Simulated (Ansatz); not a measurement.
## Co under strain

Computed with DFT PBEsol, scalar-relativistic, plane waves, PAW (Ansatz 0.2.0). (420 eV cutoff, 24×24×8 k-mesh, Gaussian smearing of 0.10 eV, collinear spin)

Starting point, cell and atoms relaxed:

```xyz
4
Lattice="2.4552 0.0000 0.0000 -1.2276 2.1263 0.0000 0.0000 0.0000 7.9648" Properties=species:S:1:pos:R:3 pbc="T T T"
Co    0.0000    0.0000    0.0000
Co    0.0000    1.4175    1.9912
Co    0.0000    0.0000    3.9824
Co    1.2276    0.7088    5.9736
```

Deformation: all cell vectors scaled alike, the atoms relaxed, all within the symmetry that the strain leaves. Energies are extrapolated to zero smearing. Stress is positive in compression, on the Cartesian axes of the cell above. On this cell's mesh the reference holds a stress of up to 0.31 GPa.

Strains computed: -6.0, -4.0, -2.0, +2.0, +4.0, +6.0 %.

**Question.** At which strain does the energy stand 98.0 meV/atom over the relaxed crystal with σxx = -21.86, σyy = -21.86, σzz = -21.74 GPa?

**Answer.** +4.0 %.